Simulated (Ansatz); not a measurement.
Relaxed TiO2 (rutile):

```yaml
crystal:
  lattice:
    - [4.64353, 0.00000, 0.00000]
    - [0.00000, 4.64353, 0.00000]
    - [0.00000, 0.00000, 2.96370]
  atoms:
    - { symbol: Ti, position: [0.00000, 0.00000, 0.00000] }
    - { symbol: Ti, position: [0.50000, 0.50000, 0.50000] }
    - { symbol: O, position: [0.30512, 0.30512, 0.00000] }
    - { symbol: O, position: [0.80512, 0.19488, 0.50000] }
    - { symbol: O, position: [0.19488, 0.80512, 0.50000] }
    - { symbol: O, position: [0.69488, 0.69488, 0.00000] }
```

These are PBE (plane waves to 420 eV, PAW, scalar-relativistic; Ansatz, a program for electronic structure) values and carry that method's errors. k mesh 6×6×9 (Γ-centred), Fermi-Dirac smearing 0.05 eV. The PAW data are Ansatz's earlier set. TiO2 is run without spin polarisation. TiO2 was relaxed with its symmetry unable to fall.

One atom of the cell was then moved (with its periodic images), all else fixed, and the forces (eV/Å) came out as:

```json
[
 {"atom": "Ti1", "Fx": "-0.782", "Fy": "-0.782", "Fz": "0.000"},
 {"atom": "Ti2", "Fx": "1.141", "Fy": "1.141", "Fz": "0.000"},
 {"atom": "O3", "Fx": "-0.247", "Fy": "-0.247", "Fz": "0.000"},
 {"atom": "O4", "Fx": "0.000", "Fy": "0.029", "Fz": "0.000"},
 {"atom": "O5", "Fx": "0.029", "Fy": "0.000", "Fz": "0.000"},
 {"atom": "O6", "Fx": "-0.142", "Fy": "-0.142", "Fz": "0.000"}
]
```

Task: Which atom was moved, and by which vector (Å)?

Result: Ti2, by (-0.06, -0.06, 0.00), 0.08 Å in all.

(For displaced atoms, the force is minus the slope of the energy, and its curvature is a force constant, which sets phonon frequencies.)
